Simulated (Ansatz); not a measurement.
MoP:
```
MoP
1.0
   -1.61017     1.61017     5.61751
    1.61017    -1.61017     5.61751
    1.61017     1.61017    -5.61751
Mo P
2 2
Direct
  0.99920   0.99920   0.00000
  0.74920   0.24920   0.50000
  0.41680   0.41680   0.00000
  0.16680   0.66680   0.50000
```

Relaxed with PBE. Special points in fractions of this cell's reciprocal vectors: Γ (0.000, 0.000, 0.000); X (0.000, 0.000, 0.500); P (0.250, 0.250, 0.250); N (0.000, 0.500, 0.000); M (0.500, 0.500, -0.500); S (0.271, 0.729, -0.271); S0 (-0.271, 0.271, 0.271); R (-0.041, 0.041, 0.500); G (0.500, 0.500, -0.041).

Question: List the band energies nearest the Fermi level at these points for the program Ansatz at the PBE level (PAW).

Answer: In eV from the Fermi level; about four levels below and three above (degenerate sets whole), none deeper than 8.9 eV; points with the same levels are listed once.

```json
[
 {"k": "Γ", "below": "-3.04 -2.23 -2.23 -0.50", "above": "0.17 1.54 2.40 2.40"},
 {"k": "X", "below": "-3.88 -3.88 -1.41 -1.41", "above": "1.61 1.61 1.72 1.72"},
 {"k": "P", "below": "-3.95 -3.95 -1.37 -1.37", "above": "1.61 1.61 1.67 1.67"},
 {"k": "N", "below": "-2.86 -2.77 -1.21 -1.13", "above": "0.03 1.33 1.39"},
 {"k": "M", "below": "-1.01 -1.01 -0.18 -0.18", "above": "0.95 0.95 2.66 2.66"},
 {"k": "S", "below": "-3.28 -2.60 -1.40 -0.94", "above": "0.26 1.26 1.51"},
 {"k": "R", "below": "-3.86 -3.86 -1.46 -1.46", "above": "1.39 1.39 1.85 1.85"}
]
```

Space group I4_1md. A made-up cell: these elements were put on the sites of a structure type; neither database checked (COD, Materials Project) lists it. COD files the formula under space group No. 187, so this cell is another polymorph or a model. Its standing as an ambient phase is unchecked. The cell was relaxed with PBE under the symmetry of its start; its stability against distortions is not shown here. No spin polarisation was allowed. Spin–orbit coupling is left out wherever it is not named.

Potentials: the later of the program's two PAW sets.
